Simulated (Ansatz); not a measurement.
AlV$_{4}$C$_{3}$ in space group P6_3/mmc (No. 194; Pearson symbol hP16) at seven volumes, r²SCAN (plane waves, PAW; program Ansatz), shape and atoms relaxed at each. One row is withheld.

| V (Å³/atom) | P (GPa) |
|---|---|
| 9.450 | 26.76 |
| 9.762 | 16.38 |
| 10.073 | ? |
| 10.385 | 0.00 |
| 10.696 | -6.40 |
| 11.008 | -11.80 |
| 11.319 | -16.33 |

### Question
Fit the shown pressures and predict the withheld one.

### Answer
Third-order Birch–Murnaghan: P = (3/2)B₀(x^(7/2) − x^(5/2))[1 + (3/4)(B′ − 4)(x − 1)] with x = (V₀/V)^(2/3). Least squares on the six rows gives V₀ = 10.385 Å³/atom, B₀ = 230.0 GPa, B′ = 4.46. At V = 10.073, x = 1.0205 and P = 7.51 GPa. The run itself gave 7.54 GPa.

The start of the workflow was typed in or built on a structure type; the Crystallography Open Database copy checked does not list it. Whether it is the stable phase at ambient conditions was not checked. The cell was relaxed with r²SCAN under the symmetry of its start; whether a distortion lowers the energy is not shown. The workflow began spin-polarised and lost its moments.

Potentials: the later of the program's two PAW sets.
